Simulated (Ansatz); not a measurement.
FeTeAs:
```
FeTeAs
1.0
    6.20162     0.00000     0.00000
    0.00000     6.10227     0.00000
   -2.54583     0.00000     5.68247
Fe Te As
4 4 4
Direct
  0.28539   0.99064   0.29223
  0.71461   0.00936   0.70777
  0.71461   0.49064   0.20777
  0.28539   0.50936   0.79223
  0.15359   0.37156   0.36582
  0.84641   0.62844   0.63418
  0.84641   0.87156   0.13418
  0.15359   0.12844   0.86582
  0.35696   0.64778   0.16242
  0.64304   0.35222   0.83758
  0.64304   0.14778   0.33758
  0.35696   0.85222   0.66242
```

Relaxed with r²SCAN.

**Question.** Give the Bader charges and basin volumes of the independent atoms, r²SCAN (plane waves, PAW; program Ansatz).

**Answer.** 

| atom | Bader charge (e) | Bader volume (Å³) |
|---|---|---|
| Fe1 | +0.27 | 11.3 |
| Te5 | -0.07 | 23.9 |
| As9 | -0.20 | 18.6 |

Space group P2_1/c. The first step of the workflow began from a Materials Project structure, measured or hypothetical; the Crystallography Open Database copy checked does not list it. Whether it is the stable phase at ambient conditions was not checked. Symmetry was held in the r²SCAN relaxation; its stability against distortions is not shown here. No spin polarisation was allowed. Spin–orbit coupling is left out wherever it is not named.

Potentials: the later of the program's two PAW sets.
